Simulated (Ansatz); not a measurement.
LaPt$_{5}$ in space group P6/mmm (No. 191; Pt on 2c, Pt on 3g, La on 1a) at seven volumes, DFT-r²SCAN in the program Ansatz with PAW potentials, shape and atoms relaxed at each. One row is withheld.

```
V (Å³/atom)  P (GPa)
-----------  -------
16.992         23.13
17.553         13.99
18.113          6.36
18.673          0.01
19.233             ?
19.793         -9.67
20.354        -13.31
```

### Question
Fit the shown pressures and predict the withheld one.

### Answer
Third-order Birch–Murnaghan: P = (3/2)B₀(x^(7/2) − x^(5/2))[1 + (3/4)(B′ − 4)(x − 1)] with x = (V₀/V)^(2/3). Least squares on the six rows gives V₀ = 18.675 Å³/atom, B₀ = 192.6 GPa, B′ = 5.09. At V = 19.233, x = 0.9806 and P = -5.26 GPa. The run itself gave -5.28 GPa.

The workflow started from an entry of the Crystallography Open Database (COD). Its standing as an ambient phase is unchecked. The cell was relaxed with r²SCAN under the symmetry of its start; whether a distortion lowers the energy is not shown. No spin polarisation was allowed. Spin–orbit coupling is left out wherever it is not named.

Potentials: the later of the program's two PAW sets.
